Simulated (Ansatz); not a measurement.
Si3Ru5:
```
Si3Ru5
1.0
    5.23534     0.00000     0.00000
    0.00000     9.78448     0.00000
    0.00000     0.00000     4.01690
Si Ru
6 10
Direct
  0.00000   0.00000   0.00000
  0.50000   0.50000   0.00000
  0.37005   0.86361   0.50000
  0.62995   0.13639   0.50000
  0.87005   0.63639   0.50000
  0.12995   0.36361   0.50000
  0.00000   0.50000   0.00000
  0.50000   0.00000   0.00000
  0.15805   0.77310   0.00000
  0.84195   0.22690   0.00000
  0.65805   0.72690   0.00000
  0.34195   0.27310   0.00000
  0.33473   0.60944   0.50000
  0.66527   0.39056   0.50000
  0.83473   0.89056   0.50000
  0.16527   0.10944   0.50000
```

Relaxed with r²SCAN. Special points in fractions of this cell's reciprocal vectors: Γ (0.000, 0.000, 0.000); X (0.500, 0.000, 0.000); S (0.500, 0.500, 0.000); Y (0.000, 0.500, 0.000); Z (0.000, 0.000, 0.500); U (0.500, 0.000, 0.500); R (0.500, 0.500, 0.500); T (0.000, 0.500, 0.500).

Task: List the band energies nearest the Fermi level at these points for plane-wave PAW r²SCAN (Ansatz code).

Result: In eV from the Fermi level; about four levels below and three above (degenerate sets whole), none deeper than 8.9 eV; points with the same levels are listed once.

```csv
k,below,above
Γ,-0.45 -0.30 -0.29 -0.05,0.03 0.60 0.70
X,-0.25 -0.25 -0.06 -0.06,0.03 0.03 1.03 1.03
S,-0.56 -0.56 -0.19 -0.19,0.38 0.38 0.80 0.80
Y,-0.53 -0.53 -0.16 -0.16,0.12 0.12 0.58 0.58
Z,-0.51 -0.26 -0.25 -0.16,0.53 1.34 1.35
U,-0.52 -0.52 -0.11 -0.11,0.17 0.17 1.29 1.29
R,-0.48 -0.48 -0.11 -0.11,0.24 0.24 1.55 1.55
T,-0.52 -0.52 -0.28 -0.28,0.40 0.40 0.90 0.90
```

Space group Pbam. The first step of the workflow began from a Materials Project structure, measured or hypothetical; the Crystallography Open Database copy checked does not list it. Whether it is the stable phase at ambient conditions was not checked. Symmetry was held in the r²SCAN relaxation; whether a distortion lowers the energy is not shown. No spin polarisation was allowed. Scalar-relativistic: spin–orbit coupling is off unless named, which matters more the heavier the elements.

Potentials: the later of the program's two PAW sets.
